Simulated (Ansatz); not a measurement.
A crystal relaxed with r2SCAN in the PAW code Ansatz has space group P6_3mc (No. 186) and a = 3.809 Å, c = 31.132 Å.

| atom | site | x | y | z |
| --- | --- | --- | --- | --- |
| Zn | 2b | 0.6667 | 0.3333 | 0.2000 |
| Zn | 2a | 0.0000 | 0.0000 | 0.7999 |
| Zn | 2b | 0.6667 | 0.3333 | 0.9000 |
| Zn | 2b | 0.3333 | 0.6667 | 0.1000 |
| Zn | 2a | 0.0000 | 0.0000 | 0.0001 |
| Xx | 2b | 0.6667 | 0.3333 | 0.2749 |
| Xx | 2a | 0.0000 | 0.0000 | 0.0751 |
| Xx | 2b | 0.6667 | 0.3333 | 0.6750 |
| Xx | 2a | 0.0000 | 0.0000 | 0.8749 |
| Xx | 2b | 0.3333 | 0.6667 | 0.4751 |

With r2SCAN the gap is 2.72 eV and direct, at Γ. With HSE06 the gap is 3.39 eV and direct, at Γ. With PBE the gap is 2.16 eV and direct, at Γ. Meshes: r2SCAN 12×12×2, HSE06 6×6×1, PBE 12×12×2. r2SCAN's ε∞ is 5.4 along all three axes, to this precision.

Problem. Which element is Xx?
A. Se
B. Te
C. O
D. S

Solution. D. Xx is S: ZnS (P6_3mc) from a database of computed structures. Zn has 4 S at 2.33 Å; Zn has 4 S at 2.33–2.34 Å; S has 4 Zn at 2.33 Å (further sites aren't listed).

The values are computed, spin-unpolarised, and not measurements.

The meshes of the hybrids are coarse, so their gaps aren't converged to the digits shown.

For a response run the program warns that the ground state's bands aren't all converged, so ε∞ carries an extra error.
